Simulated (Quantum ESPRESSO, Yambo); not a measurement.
Ga₂O₃: DFT and GW levels

```xyz
10
Lattice="2.4995 1.4431 4.4813 -2.4995 1.4431 4.4813 0.0000 -2.8861 4.4813" Properties=species:S:1:pos:R:3 pbc="T T T"
O      0.7568     1.5753     5.6016
O     -0.7568    -1.5753     7.8423
O     -1.7427    -0.1323     5.6016
O      1.7427     0.1323     7.8423
O      0.9859    -1.4431     5.6016
O     -0.9859     1.4431     7.8423
Ga     0.0000     0.0000    11.5051
Ga     0.0000     0.0000     1.9388
Ga     0.0000     0.0000     8.6608
Ga     0.0000     0.0000     4.7831
```

Cell and atoms were relaxed with PBEsol from Materials Project entry mp-1243, within its symmetry.

Starting point: PBE (stringent potentials; Quantum ESPRESSO, PseudoDojo norm-conserving, 114 Ry, scalar-relativistic). G0W0 in Yambo: 4×4×4 Γ-centred k mesh, bands 17 to 237 and a 10 Ry block in the screening, 237 bands in G with the Bruneval-Gonze terminator, plasmon pole fitted at 27.2 eV.

```
Property                                                     Value
---------------------------------------------------------  -------
PBE gap along the band path                                2.82 eV
PBE gap between the mesh's edge points ((0, 0, 0.25) → Γ)  2.86 eV
G0W0 gap between the same points                           4.36 eV
PBE smallest direct gap on the mesh (at Γ)                 3.07 eV
G0W0 direct gap at that point                              4.56 eV
```

```json
[
 {"k point": "Γ", "band": "VB", "E PBE (eV)": "-0.21", "E QP (eV)": "-0.98", "shift (eV)": "-0.77", "Z": "0.79"},
 {"k point": "Γ", "band": "CB", "E PBE (eV)": "2.86", "E QP (eV)": "3.59", "shift (eV)": "0.72", "Z": "0.84"},
 {"k point": "(0, 0, 0.25)", "band": "VB", "E PBE (eV)": "0.00", "E QP (eV)": "-0.77", "shift (eV)": "-0.77", "Z": "0.79"},
 {"k point": "(0, 0, 0.25)", "band": "CB", "E PBE (eV)": "4.42", "E QP (eV)": "5.36", "shift (eV)": "0.94", "Z": "0.83"},
 {"k point": "L", "band": "VB", "E PBE (eV)": "-0.11", "E QP (eV)": "-0.90", "shift (eV)": "-0.79", "Z": "0.79"},
 {"k point": "L", "band": "CB", "E PBE (eV)": "6.45", "E QP (eV)": "7.68", "shift (eV)": "1.23", "Z": "0.83"},
 {"k point": "F", "band": "VB", "E PBE (eV)": "-0.11", "E QP (eV)": "-0.90", "shift (eV)": "-0.79", "Z": "0.79"},
 {"k point": "F", "band": "CB", "E PBE (eV)": "6.58", "E QP (eV)": "7.84", "shift (eV)": "1.26", "Z": "0.83"}
]
```

Energies count from the PBE valence-band maximum.

Nearest settings tried, and what they do to the gap: 148 bands in G: +11 meV; 6 Ry block (175 vectors against 351): -166 meV. Not varied: bands in W, mesh. So the settings aren't converged at that level.

Spin-orbit splittings are left out.

This is not the ordinary phase of the substance.
